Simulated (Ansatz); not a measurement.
AlN (rock salt, space group No. 225), plane-wave PAW LDA (Ansatz code): ε∞ = 5.04, cell volume 16.13 Å³. Infrared-active transverse modes:

```csv
ω_TO (cm⁻¹),oscillator strength S_xx (e²/amu)
477.1,0.9467
```

### Question
Compute the static dielectric constant.

### Answer
Each mode adds (4.921e7/V) S/ω²: 12.68. So ε0 = 17.7.

### Question
What LO frequency does the Lyddane–Sachs–Teller relation give?

### Answer
ω_LO = ω_TO √(ε0/ε∞) = 895 cm⁻¹.

Space group Fm-3m (rock salt). This is a known high-pressure phase of the composition, computed here at zero pressure and temperature. The LDA relaxation kept the symmetry of its start; phonons on a q-mesh show no instability.

Potentials: the later of the program's two PAW sets.
